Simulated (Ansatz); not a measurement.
BiAs: computed DOS

Space group P6_3mc (No. 186). a = 5.034 Å, b = 5.034 Å, c = 6.496 Å, α = 90.00°, β = 90.00°, γ = 120.00°
```
atom  site  symmetry       x       y       z
  As    2b       3m.  0.3333  0.6667  0.9726
  Bi    2b       3m.  0.3333  0.6667  0.4034
```

The runs use the primitive cell with vectors (5.034, 0.000, 0.000), (-2.517, 4.360, 0.000), (0.000, 0.000, 6.496) Å, to which the k mesh refers.

It takes space group P6_3mc (No. 186, hexagonal). Conventional cell: a = 5.034 Å, b = 5.034 Å, c = 6.496 Å, α = 90.00°, β = 90.00°, γ = 120.00°. As (site symmetry 3m) has 4 Bi at 2.80 to 2.94 Å as nearest neighbours. Around Bi (site symmetry 3m) lie 4 As at 2.80 to 2.94 Å.

The cell was built from the wurtzite type and relaxed in the same program, and has space group P6_3mc; it needn't be a known or the stable phase.

Spin–orbit coupling is left out, though it moves levels of the heavy atoms by tenths of an eV or more.

Method: Ansatz 0.2.0, DFT, PBE, all-electron LAPW, scalar-relativistic.

Sampling and basis: a Γ-centred 10×10×6 k mesh, Fermi–Dirac smearing of 0.08 eV, basis error target 0.5 meV/atom, no spin polarisation.

States per eV and cell, averaged over 0.4 eV, from -9.8 to 6.0 eV, with energies (bin centres) from the valence-band top; empty bins are left out. The partial columns, the largest 4 alone, are projections on Löwdin-orthogonalised atomic shells (those that the program's projection atoms carry: the occupied ones and, for some elements, an empty d or f shell; other empty shells have no column), summed over atoms of an element. Weights on diffuse s and p shells depend on that basis and aren't pure angular character.

```csv
E (eV),total,As 4p,Bi 6p,As 4s,Bi 6s
-9.7,1.80,0.12,0.18,0.88,0.61
-9.3,1.57,0.10,0.14,0.75,0.57
-8.9,0.95,0.06,0.07,0.46,0.36
-8.5,0.63,0.04,0.04,0.30,0.25
-8.1,0.40,0.02,0.02,0.20,0.16
-7.7,0.22,0.01,0.01,0.11,0.09
-7.3,0.03,0.00,0.00,0.02,0.01
-4.9,0.27,0.13,0.13,0.00,0.00
-4.5,2.27,1.12,1.10,0.02,0.01
-4.1,3.08,1.56,1.46,0.02,0.01
-3.7,3.39,1.76,1.56,0.03,0.02
-3.3,2.59,1.39,1.15,0.02,0.02
-2.9,4.04,2.22,1.70,0.05,0.04
-2.5,3.50,1.97,1.38,0.07,0.06
-2.1,3.21,1.78,1.19,0.10,0.10
-1.7,2.29,1.20,0.80,0.12,0.14
-1.3,2.74,1.46,0.89,0.16,0.19
-0.9,1.66,0.93,0.46,0.10,0.14
-0.5,0.69,0.44,0.14,0.03,0.06
-0.1,0.26,0.20,0.03,0.01,0.03
0.3,1.80,0.57,1.00,0.09,0.05
0.7,3.57,1.12,1.93,0.24,0.10
1.1,2.39,0.78,1.30,0.13,0.05
1.5,3.62,1.32,1.87,0.11,0.06
1.9,4.39,1.63,2.18,0.10,0.05
2.3,3.34,1.30,1.64,0.06,0.04
2.7,2.64,1.07,1.31,0.04,0.02
3.1,2.29,0.93,1.08,0.02,0.01
3.5,1.72,0.71,0.78,0.01,0.01
3.9,2.11,0.75,0.84,0.01,0.01
4.3,2.14,0.56,0.66,0.01,0.01
4.7,2.08,0.24,0.25,0.01,0.01
5.1,3.79,0.35,0.33,0.01,0.00
5.5,3.47,0.27,0.23,0.01,0.00
5.9,2.07,0.04,0.05,0.00,0.00
```

Problem. Which of the resolved shells contributes most in the top eV of the valence band?

Solution. As 4p, with 63 % of all states there; Bi 6p follows with 21 %.
